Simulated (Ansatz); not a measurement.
**PbO-type BiP**

Method: PBE, scalar-relativistic; no spin polarisation; PAW, 420 eV, 8×8×8 k-mesh, Gaussian smearing of 0.05 eV; code Ansatz; PAW files: Ansatz's generated set soft_2.

```yaml
crystal:
  lattice:
    - [4.92878, 0.00000, 0.00000]
    - [0.00000, 4.92878, 0.00000]
    - [0.00000, 0.00000, 4.40672]
  atoms:
    - { symbol: Bi, position: [0.50000, 0.00000, 0.30366] }
    - { symbol: Bi, position: [0.00000, 0.50000, 0.69634] }
    - { symbol: P, position: [0.00000, 0.00000, 0.00000] }
    - { symbol: P, position: [0.50000, 0.50000, 0.00000] }
```

This is a trial structure made by placing the elements on a prototype's sites, so it needn't be the stable form.

The cell is relaxed to zero pressure at this level.

Path: Γ–X–M–Γ–Z–R–A–Z | X–R | M–A, with Γ = (0.000, 0.000, 0.000), X = (0.000, 0.500, 0.000), M = (0.500, 0.500, 0.000), Z = (0.000, 0.000, 0.500), R = (0.000, 0.500, 0.500), A = (0.500, 0.500, 0.500) in reciprocal vectors of the calculation's cell.

Problem. Is it a metal or an insulator, and if it has a gap, where are the band edges on this path?

Solution. A metal: bands cross the Fermi level.

Bands as a text map, energy in eV from the Fermi level (dashes), each leg drawn with the same width:
```
  2.86 |          *        *  *         *    * *   * *       *        * *  
  2.57 |                  *              * **          *      * ***        
  2.29 |           *      *    *      *  *    *     *          *     * *   
  2.00 |    ***     *    *                   *      * *       **           
  1.71 |*            ****    *****   *    * *           *   **  *  ** *    
  1.43 | ***   ****      ** *    **     *  *           *  **     **        
  1.14 |      *    **  *  **      **      *          *  *            *     
  0.86 |  ****       *  *          *******        *      *           ******
  0.57 |              **    *       **           * **   **         **      
  0.29 | *            * *          * **         *  * **            *       
  0.00 |*------------*---**--**---*----**-------------*-*------------------
 -0.29 |***         *  *   *******             *       *                   
 -0.57 |   **      *           **       *           *  *                   
 -0.86 |     *    *              *     * *            *      *             
 -1.14 |    ***  *                *  **   *   *        **   * **           
 -1.43 |****  ***       *********  **  *   *             ***    ***        
 -1.71 | **            * ** *    **   * * * *        *                     
 -2.00 |  **  * *********         ****   *   *       * ***         *       
 -2.29 |    ****     * * * *       ******    *           ***        *      
 -2.57 |    *       *  ****            ***  * *       * *   *        *     
 -2.86 |     *     *    *                **         *        *       *     
 -3.14 |      *   *                       **   *     * *      *****   *    
 -3.43 |    *   **       **              ***          **    *******   **   
 -3.71 |       *                       ** *     *  **     **           *   
 -4.00 |   *  *           **       ****  *  *    * * *  **              *  
 -4.29 |  *  *                    *   ***    *    ***   *                **
 -4.57 |   **              **   **            *  **                       *
 -4.86 |***                 ****               **  *   *                   
        Γ      X      M      Γ      Z      R      A      ZX       RM      A
```

Spin–orbit coupling, which matters for such heavy elements, is left out.
